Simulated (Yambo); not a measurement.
Yambo run on KMgH3 (cubic perovskite, space group Pm-3m, No. 221). The wavefunctions come from this Quantum ESPRESSO step (PBEsol, PseudoDojo standard norm-conserving files, scalar-relativistic):

```
&CONTROL
  calculation = 'nscf'
  pseudo_dir = './pseudo'
  outdir = './out'
/
&SYSTEM
  ibrav = 0
  nat = 5
  ntyp = 3
  ecutwfc = 84.0
  ecutrho = 336.0
  occupations = 'fixed'
  force_symmorphic = .true.
  nbnd = 117
/
&ELECTRONS
  conv_thr = 5e-09
  diago_full_acc = .true.
  diago_thr_init = 1e-08
/
ATOMIC_SPECIES
H 1.0080 H.upf
Mg 24.3050 Mg.upf
K 39.0983 K.upf
CELL_PARAMETERS angstrom
  3.988100000000   0.000000000000   0.000000000000
  0.000000000000   3.988100000000   0.000000000000
  0.000000000000   0.000000000000   3.988100000000
ATOMIC_POSITIONS crystal
H   0.500000000000   0.000000000000   0.500000000000
H   0.000000000000   0.500000000000   0.500000000000
H   0.500000000000   0.500000000000   0.000000000000
Mg   0.500000000000   0.500000000000   0.500000000000
K   0.000000000000   0.000000000000   0.000000000000
K_POINTS automatic
4 4 4 0 0 0
```

Yambo input:

```
rim_cut
gw0
dyson
el_el_corr
HF_and_locXC
ppa
em1d
RandQpts= 1000000
RandGvec= 1 Ry
EXXRLvcs= 84 Ry
VXCRLvcs= 336 Ry
Chimod= "HARTREE"
% BndsRnXp
 5 | 115 |
%
NGsBlkXp= 8 Ry
% LongDrXp
 1.0 | 1.0 | 1.0 |
%
PPAPntXp= 27.2114 eV
% GbndRnge
 1 | 115 |
%
GTermKind= "BG"
DysSolver= "n"
ExtendOut
% QPkrange
 1 | 1 | 11 | 12 |
 3 | 3 | 11 | 12 |
 6 | 6 | 11 | 12 |
 10 | 10 | 11 | 12 |
%
```

k points by index: 1 = Γ, 3 = X, 6 = M, 10 = R.

Table of the .qp output:

```
#    K-point    Band    Eo [eV]    E [eV]    E-Eo [eV]    Vxc [eV]    Vnlxc [eV]    Sc|Eo [eV]    Sc|E [eV]    dSc/dw|Eo [eV]    Re(Z)    Im(Z)
#
    1    11    -0.495875    -1.986309    -1.490434    -10.72268    -14.06286    1.471771    1.849743    -6.900153    0.797715    -0.001551
    1    12    5.712817    6.589584    0.876767    -9.194412    -4.440345    -3.689524    -3.877300    -5.826966    0.823628    -0.001223
    3    11    0.000000    -1.508269    -1.508269    -11.11226    -14.39558    1.393508    1.775043    -6.882892    0.798119    -0.001513
    3    12    5.246002    6.349600    1.103598    -9.502472    -4.495581    -3.672025    -3.903293    -5.701563    0.826766    -0.001405
    6    11    -1.989825    -3.611484    -1.621659    -10.94434    -14.94872    1.948132    2.382727    -7.291753    0.788661    -0.001649
    6    12    3.439691    4.217712    0.778021    -8.141490    -3.756039    -3.454319    -3.607431    -5.354166    0.835586    -0.001311
    10    11    -2.178485    -3.773198    -1.594713    -10.53210    -14.52215    1.963489    2.395335    -7.368138    0.786919    -0.001521
    10    12    2.326225    3.127261    0.801036    -9.518401    -5.452293    -3.102900    -3.265071    -5.508172    0.831653    -0.001307
```
(The two width columns are left out.) Convergence of these settings isn't established.

Geometry of the Materials Project entry, not relaxed at this level.
